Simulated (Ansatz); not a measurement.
CaF$_{2}$:
```cif
data_Ca4F8
_chemical_formula_sum 'Ca4 F8'
_space_group_name_H-M_alt 'Fm-3m'
_space_group_IT_number 225
_space_group_name_Hall '-F 4 2 3'
_cell_length_a 5.42081
_cell_length_b 5.42081
_cell_length_c 5.42081
_cell_angle_alpha 90.000
_cell_angle_beta 90.000
_cell_angle_gamma 90.000
loop_
_atom_site_label
_atom_site_type_symbol
_atom_site_symmetry_multiplicity
_atom_site_Wyckoff_symbol
_atom_site_fract_x
_atom_site_fract_y
_atom_site_fract_z
_atom_site_occupancy
Ca1 Ca 4 a 0.00000 0.00000 0.00000 1
F1 F 8 c 0.25000 0.25000 0.25000 1
```
(The calculation used a cell of 3 atoms; values per cell refer to that cell.)

Relaxed with PBEsol. Plane-wave PAW PBEsol (Ansatz code) gives a gap of 7.25 eV.

Problem. What gap does HSE06 give on the same cell (Ansatz, PAW)?

Solution. 9.52 eV, 2.27 eV more. The hybrid was solved on a coarser mesh and at special points; its gap is the smallest among all of these.

```csv
k,v1 PBEsol,c1 PBEsol,v1 HSE06,c1 HSE06
Γ,-0.26,7.25,-0.27,9.52
X,0.00,8.09,___,___
L,-0.86,9.45,___,___
W,-0.09,8.43,___,___
K,-0.10,8.36,___,___
```

Problem. Top valence (v1) and lowest conduction level (c1) in eV from each method's valence maximum (which need not be a listed point): supply the withheld HSE06 values.

Solution. 
- L, v1 HSE06: -0.90
- L, c1 HSE06: 12.14
- K, v1 HSE06: -0.10
- K, c1 HSE06: 10.81
- W, v1 HSE06: -0.10
- W, c1 HSE06: 10.89
- X, v1 HSE06: 0.00
- X, c1 HSE06: 10.52

Cost on shared cores: the PBEsol run (SCF on a 9×9×9 mesh, then bands and DOS) roughly 6 core-seconds, the HSE06 run (SCF on 7×7×7, then a few points) about 60 core-seconds (a rough figure); the tasks are unlike.

The cell was relaxed with PBEsol under the symmetry of its start.

Potentials: the later of the program's two PAW sets.
